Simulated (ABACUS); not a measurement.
A self-consistent single point of Ag (R-3m, 3 atoms in the cell; from Materials Project mp-989737, changed as shown).

```xyz
3
Lattice="1.5025 0.8675 7.3487 -1.5025 0.8675 7.3487 0.0000 -1.7349 7.3487" Properties=species:S:1:pos:R:3 pbc="T T T"
Ag     0.0000     0.0000     0.0000
Ag     0.0000     0.0000    17.1457
Ag     0.0000     0.0000     4.9005
```

Method: PBEsol, numerical atomic orbitals DZP (confined pseudo-atomic orbitals with Gaussian additions; energy shift 0.003 Ry), PseudoDojo 0.4 standard norm-conserving PBEsol (tails mended) pseudopotentials (ABACUS).

ABACUS settings:

- basis: DZP numerical atomic orbitals, energy shift 0.003 Ry
- KPT: Gamma 12 12 12 0 0 0
- basis_type: lcao
- dft_functional: PBESOL
- ecutwfc: 100 Ry
- smearing_method: fd
- smearing_sigma: 0.00999582 Ry
- potentials: PseudoDojo 0.4 standard norm-conserving PBEsol (tails mended)
- symmetry: 1
- symmetry_prec: 1e-05
- ks_solver: genelpa
- scf_nmax: 100
- scf_thr: 1.0e-07
- mixing_type: broyden
- mixing_beta: 0.7

Results:

| Quantity | Result |
|---|---|
| Number of valence electrons | 57 |
| Number of bands | 39 |
| Number of k-points after the program's reduction | 189 |
| Size of the basis | 78 |
| Number of SCF iterations | 9 |
| Free energy E − TS | -12644.3352 eV |
| Fermi level (on the code's own zero) | 14.75 eV |
| Pressure | -9.53 GPa |

Stress (GPa, positive for compression):
```
-9.39   0.00   0.00
 0.00  -9.39   0.00
 0.00   0.00  -9.81
```

For comparison: a first run was changed to give this one (lattice scaled by 1.02), and from it to this one the free energy goes up by 55.1 meV/atom and the pressure goes from -6.19 to -9.53 GPa.

The atom-centred basis is finite, which shifts total energies and pressures against plane waves. The structure comes from a collection of computed structures, made at another level of theory; the collection holds predicted forms beside known ones.

Cost on one core: about 4 core-minutes (a rough figure).

The atomic orbitals were generated for these runs; they are not ABACUS's published sets and were checked against plane waves on a few crystals only.

“Tails mended”: in these copies of the files the far tail of each local potential was reset to the Coulomb form.
